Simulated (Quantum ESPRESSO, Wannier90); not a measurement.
## Wannier functions of FeS₂ (Pnnm)

```xyz
6
Lattice="4.4256 0.0000 0.0000 0.0000 5.3965 0.0000 0.0000 0.0000 3.3777" Properties=species:S:1:pos:R:3 pbc="T T T"
Fe     2.2128     2.6983     1.6888
Fe     0.0000     0.0000     0.0000
S      1.3259    -0.6574     1.6888
S     -1.3259     0.6574     1.6888
S     -0.8869    -2.0409     0.0000
S      0.8869     2.0409     0.0000
```

Cell from Materials Project (mp-1522), symmetrised, no further relaxation. COD (Crystallography Open Database) has the formula in 4 space groups, this one among them (matched by group alone). Level: PBEsol, no spin polarisation, no spin-orbit coupling; pw.x of Quantum ESPRESSO at 72 Ry with PseudoDojo potentials, 8×6×10 k-points, Wannier90. Density: 8×6×10 mesh, cold smearing 0.01 Ry. A non-magnetic state is assumed, with no Hubbard U; filled 3d bands tend to lie too high at this level.

The plane-wave run has 50 bands and 56 electrons a cell. On the energy scale of pw.x, whose zero is arbitrary, the valence-band maximum lies at 12.71 eV.

Isolated groups of bands, relative to the valence-band maximum (bands from 35 on overlap up to the last one computed):

| bands | from (eV) | to (eV) | filling | weight on atomic waves |
|---|---|---|---|---|
| 1–2 | -86.46 | -86.46 | filled | Fe 3s 98 % |
| 3–8 | -52.76 | -52.60 | filled | Fe 3p 99 % |
| 9–10 | -16.99 | -14.65 | filled | S 3s 78 %, Fe 4s 10 %, S 3p 10 % |
| 11–12 | -13.68 | -11.78 | filled | S 3s 80 %, S 3p 9 %, Fe 4s 5 % |
| 13–28 | -7.90 | 0.00 | filled | S 3p 51 %, Fe 3d 43 % |
| 29–34 | 0.73 | 3.66 | empty | S 3p 46 %, Fe 3d 45 %, S 3s 5 % |

Input w.win, without the blocks of cell, atoms and k-points (480 lines):

```
num_bands = 38
num_wann = 22
exclude_bands = 1-12
num_iter = 400
conv_tol = 1.0e-6
conv_window = 4
dis_num_iter = 600
dis_conv_tol = 1.0e-6
dis_froz_max = 14.95
write_hr = true
write_u_matrices = true
begin projections
Fe: d
S: p
end projections
mp_grid = 9 6 10
```

Problem. This input has a fault. Which, and what does the program do?

Solution. wannier90.x -pp stops with:
```
Error: Wrong number of lines in block kpoints
```
The product of the three numbers of mp_grid differs from the number of lines in the kpoints block. Mended as below, all else unchanged, the run goes through (Ω_I = 28.8 Å²) and follows the plane-wave bands to 0.6 meV rms (states up to 1.7 eV relative to the valence-band maximum).
```
mp_grid = 8 6 10
```
